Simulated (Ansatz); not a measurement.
Zn9Ga3Mo2 in space group P-3m1 (No. 164; Zn on 3e, Zn on 6i, Ga on 3f, Mo on 2d), DFT-r²SCAN in the program Ansatz with PAW potentials, all energies at zero smearing, with the estimated change up to a 700 eV cutoff added, with one set of potentials and settings (totals compare only within such a set). Cell of 14 atoms (9 Zn, 3 Ga, 2 Mo): -51238.765 eV.

```json
[
 {"element": "Zn", "reference phase": "P6_3/mmc, 2 atoms in the cell", "E (eV/atom)": "-3325.6729"},
 {"element": "Ga", "reference phase": "Cmce, 4 atoms in the cell", "E (eV/atom)": "-3790.2689"},
 {"element": "Mo", "reference phase": "Im-3m, 1 atoms in the cell", "E (eV/atom)": "-4967.5975"}
]
```

Formation energy per atom, worked out: (-51238.765 − 9×(-3325.6729) − 3×(-3790.2689) − 2×(-4967.5975))/14 = -0.122 eV/atom (-12 kJ per mol of atoms), at 0 K, without zero-point energy or fitted corrections.

The workflow started from a Materials Project entry (that database holds measured and hypothetical structures alike); the Crystallography Open Database copy checked does not list it. Whether it is the stable phase at ambient conditions was not checked. The r²SCAN relaxation kept the symmetry of its start; whether a distortion lowers the energy is not shown. The run is not spin-polarised. The references are the lowest solids computed at this level, not always the standard phases.

Potentials: the later of the program's two PAW sets.
